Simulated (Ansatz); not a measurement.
**Ta2O5 (I4/mmm), a vibration from a frozen displacement**

Level of theory: DFT PBEsol, scalar-relativistic, plane waves, PAW in Ansatz 0.2.0. Settings: plane waves to 420 eV, k-mesh 8×8×8 (Γ-centred), Gaussian smearing 0.05 eV. Spin–orbit coupling is left out, which matters for the heavy elements here. No spin polarisation. Energies are free energies at this smearing, counted from the undisturbed cell; pressure is positive in compression.

The starting cell (relaxed at this level; it needn't be the usual structure):

```xyz
7
Lattice="-2.6204 2.6204 4.7914 2.6204 -2.6204 4.7914 2.6204 2.6204 -4.7914" Properties=species:S:1:pos:R:3 pbc="T T T"
Ta    0.0000    0.0000    1.8844
Ta    0.0000    0.0000    7.6985
O     0.0000    0.0000    0.0000
O    -1.3102    1.3102    2.3957
O     1.3102   -1.3102    2.3957
O     1.3102    1.3102   -2.3957
O     1.3102    1.3102    2.3957
```

Atom 1 (Ta) is moved by x along the Cartesian unit vector (0.000, 0.000, -1.000); the cell and all other atoms stay fixed. The cell's volume is 131.60 Å³; the moved atoms weigh 180.948 u together and the others 260.943 u.

```
  x (Å)  ΔE (meV/cell) total force on the moved atoms along the move (eV/Å) pressure (GPa)
-0.3000        1132.26                                                5.7760          2.8247
-0.2250         714.83                                                5.2719          1.9917
-0.1500         355.26                                                4.2155          1.1224
-0.0750          98.97                                                2.4991          0.3937
 0.0000           0.00                                               -0.0033          0.0004
 0.0750         123.33                                               -3.4622          0.1541
 0.1500         549.01                                               -8.1096          1.0736
 0.2250        1376.88                                              -14.2436          2.9699
 0.2625        1979.66                                              -17.9881          4.3500
 0.3000        2732.72                                              -22.2710          6.0581
```

Question: What frequency belongs to this motion?

Answer: The force constant is k = −dF/dx = 39.742 eV/Å², from the parabola through x = -0.0750, 0 and 0.0750. In every cell the moved atoms swing against the rest, so the mass is μ = m₁m₂/(m₁ + m₂) = 106.852 u, and ν̃ = 521.5 cm⁻¹ × √(|k|/μ) = 318 cm⁻¹. The pattern needn't be a normal mode: ν̃² is then a weighted mean of the squared nonzero frequencies at the zone centre of this cell, taken without macroscopic field, so it lies between the lowest and the highest of them.

Question: How far does the harmonic law reach?

Answer: At x = -0.300 Å, kx²/2 = 1788.39 meV against the computed 1132.26 meV (-36.7 %): the well softens in this direction at large amplitude.